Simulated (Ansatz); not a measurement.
CaO (rock salt, Fm-3m), a = b = c = 4.831 Å, α = β = γ = 90.00°; the cell used has 2 atoms.

Relaxed with PBE.

**Question.** Decompose the optical modes at the zone centre into irreducible representations, and say which are infrared and Raman allowed.

**Answer.** Point group m-3m: Γ_opt = T1u. Infrared: T1u. Raman: none.

**Question.** Assign frequencies (DFPT, the program Ansatz at the PBE level (PAW); without the LO–TO term).

**Answer.** T1u 255 cm⁻¹.

The PBE relaxation kept the symmetry of its start; phonons on a q-mesh show no instability.

Potentials: the later of the program's two PAW sets.
